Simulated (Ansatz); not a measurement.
## Magnetic orders of MoS

These are results of DFT PBEsol+U, scalar-relativistic, plane waves, PAW (Ansatz 0.2.0), not measurements.

```
Mo S
1.0
     2.97064    0.00000    0.00000
     0.00000    2.97064    0.00000
     0.00000    0.00000    2.97064
Mo S
1 1
Direct
  0.00000 0.00000 0.00000
  0.50000 0.50000 0.50000
```

```
plane-wave cutoff                                : 420 eV
Γ-centred k-mesh                                 : 14×14×14
occupation rule                                  : Gaussian smearing, 0.05 eV
U_eff on Löwdin-orthogonalised atomic d orbitals : Mo 4 eV
list of starting moments (μB, in atom order)     : 3.5 0
check for lower electronic states after the SCF  : on
```

All runs keep this geometry, which isn't relaxed for the lowest state (largest force there 0.000 eV/Å, pressure 12.2 GPa) and needn't be a stable compound; relaxing each order would shift the differences by some 40 meV/atom, going by the pressures and a bulk modulus of about 150 GPa. Site moments are spin moments in atom-centred spheres that scale with the neighbour distance. The states are those that the runs reached from these starts; a lower one can exist. No antiferromagnetic start is among these.

Question: Starts tried: no spin; large parallel starting moments. Which state comes out lowest, and what are the moments?

Answer: Of the states reached here, with no antiferromagnetic start among them, the lowest is ferromagnetic, reached from the start “large parallel starting moments”, with site moments (μB) Mo +1.04, S -0.10.

| start | ends | energy above lowest (meV/atom) | site moments (μB) | gap on mesh (eV) | P (GPa) |
| --- | --- | --- | --- | --- | --- |
| no spin | non-magnetic | 19.9 | none over 0.05 | metal | 1.1 |
| large parallel starting moments | ferromagnetic | 0.00 | Mo +1.04, S -0.10 | metal | 12.2 |

Cost: 2 runs of about 3.9 core-minutes in all, on Arm Neoverse V2 (shared hosts).